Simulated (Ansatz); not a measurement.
# SnTe, a database entry at a rescaled volume

```
CELL_PARAMETERS angstrom
0.00000 3.13910 3.13910
3.13910 0.00000 3.13910
3.13910 3.13910 0.00000
ATOMIC_POSITIONS crystal
Sn 0.00000 0.00000 0.00000
Te 0.50000 0.50000 0.50000
```

Method: PBE, no spin polarisation; PAW, plane waves to 420 eV, 9×9×9 Γ-centred mesh, fermi-dirac occupations (width 0.1 eV) (Ansatz 0.2.0), atoms fixed.

(1) What is the character of the valence top and the conduction bottom?

(2) Are the atoms at rest?

(3) What is the band gap?

(4) Is the cell too large or too small?

(5) What is the formation energy?

(6) What do density and ELF say about some of the short contacts?

(7) How is the charge shared?

Origin: a database entry at a rescaled volume. Caveats: no spin-orbit coupling, which can shift this gap by tenths of an eV; the mesh misses a band edge that the path finds.

## Answers

(1) Within 0.7 eV of the edges, the states project mainly on Te p (49 %), Sn s (22 %) and Sn p (22 %) below the gap and on Sn p (75 %) above it.

(2) The forces vanish by the symmetry of the sites.

(3) The gap is 0.13 eV, direct at the points sampled. A semilocal functional usually gives too small a gap.

(4) The pressure is 2.9 GPa (compression positive), so with the atoms held at these fractions the cell would first expand.

(5) -0.27 eV an atom against the elements' usual phases (free molecules for gases, crystals otherwise, with no correction for O₂ or N₂), so it is bound against them; other compounds may still compete. Relaxing would lower it.

(6) Sn–Te at 3.14 Å: least valence density 0.22 e/Å³ and ELF 0.43 there. Both are smooth PAW fields, read partly inside the augmentation spheres.

(7) Bader charges in e: Sn +0.63, Te -0.63. In the mean Sn gives up most and Te takes most.
